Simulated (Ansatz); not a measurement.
**Zr: from a starting cell to a relaxed one**

The start is a relaxed Zr cell displaced along its unstable phonon at q = (½, ½, 0) of its primitive reciprocal cell (110i cm⁻¹), largest move 0.15 Å. Cell shape, volume and atoms are optimised at zero target pressure with PBE (plane waves to 420 eV, PAW, scalar-relativistic; Ansatz, a quantum-chemistry and plane-wave program). First-step values are on the input's coarse k-mesh.

Ansatz input (later rounds restart from its end on a renewed k-mesh):
Ansatz 0.2 input:
```yaml
crystal:
  lattice:
    - [5.8247839612, 0, 0]
    - [2.9123919806, 2.9123919806, 0]
    - [0, 0, 2.9123919806]
  atoms:
    - { symbol: Zr, position: [0, 0.5, 0.5515040561] }
    - { symbol: Zr, position: [0.5, 0.5, 0.4484959439] }
basis: { ecutwfc: 420, ecutrho_ratio: 4, xc_grid: 2, fft_grid_basis: typed }
kpoints: { mp_grid: { grid: [11, 11, 11] } }
hamiltonian:
  xc: pbe
  dispersion: none
  pseudopotentials: { azcp: { folder: ./paw }, kind: paw }
scf: { occupations: { method: fermi_dirac, width: 0.05 } }
relax: { f_tol: 0.01, max_steps: 100, cell: { stress_tol: 0.02 } }
output: { forces: true, stress: true }
```

By how much does the energy per atom fall from start to end?

0.77 eV/atom.

How does the volume per atom move from start to end?

-7.3 %, from 24.70 to 22.90 Å³/atom.

Does it find its way back to the structure it was made from?

It does not go back: it reaches I4/mmm (No. 139), AFLOW prototype A_tI2_139_a (A_a), 0.81 eV/atom below the parent.

How do the shortest distances between atoms change?

The closest pairs of elements (up to four, under 3.6 Å), start → end: Zr–Zr 2.91 → 3.12 Å.

What band gap does the relaxed structure have at this level?

No gap (metallic).

Final values are on a 19×19×19 k-mesh of the relaxed cell. No spin polarisation in the result.

The run could not lose the symmetry of its start, so the end can be a saddle point.

The relaxed structure here is a generated cell of Zr: the first start was made by placing the elements on the sites of a structure type, and the end was not matched to a known phase here, so it may be hypothetical. Known forms of Zr include space group No. 194.
